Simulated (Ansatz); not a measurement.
Starting cell, SnTe (rock salt):

```yaml
crystal:
  lattice:
    - [0.00000, 3.18510, 3.18510]
    - [3.18510, 0.00000, 3.18510]
    - [3.18510, 3.18510, 0.00000]
  atoms:
    - { symbol: Te, position: [0.00000, 0.00000, 0.00000] }
    - { symbol: Sn, position: [0.50000, 0.50000, 0.50000] }
```

Scan: atom 2 (Sn, nearest neighbour Te at 3.185 Å; its periodic images, 4.5 Å or more away, move with it) is displaced towards the nearest neighbour, direction (-1.000, 0.000, 0.000) in Cartesian axes, by s. The other atoms stay.

These are r2SCAN (plane waves to 500 eV, PAW, scalar-relativistic; Ansatz, an electronic-structure program) values and carry that method's errors. k mesh 7×7×7 (Γ-centred), Fermi-Dirac smearing 0.05 eV. The energy includes the smearing's −TS. SnTe was relaxed with its symmetry unable to fall. Spin-orbit coupling is left out, though Te is heavy. ΔE is measured from the undisplaced structure.

```csv
s (Å),ΔE (meV/cell)
-0.320,withheld
-0.256,2.4
-0.192,-3.8
-0.128,-3.5
-0.064,-1.2
0.000,0.0
0.064,-1.2
0.128,-3.5
0.192,-3.8
0.256,2.4
0.320,withheld
```

Question: Fit an even polynomial form (powers 2, 4) to the given rows and predict ΔE at s = -0.320.

Answer: Least squares on the 9 given rows: ΔE = (-289.2)·s² + (4978)·s⁴, in meV/cell with s in Å; root-mean-square residual 0.08 meV/cell. At -0.320 the fit gives 22.6 meV/cell; the calculation gives 20.3 meV/cell, so the extrapolation is off by 2.3 (+11.3 %). The quadratic term alone would give -29.6 meV/cell: it is negative, as the undisplaced cell is unstable along this move.

(A displaced cell: forces are minus the slopes of the energy, force constants its curvatures, and phonons follow from these.)
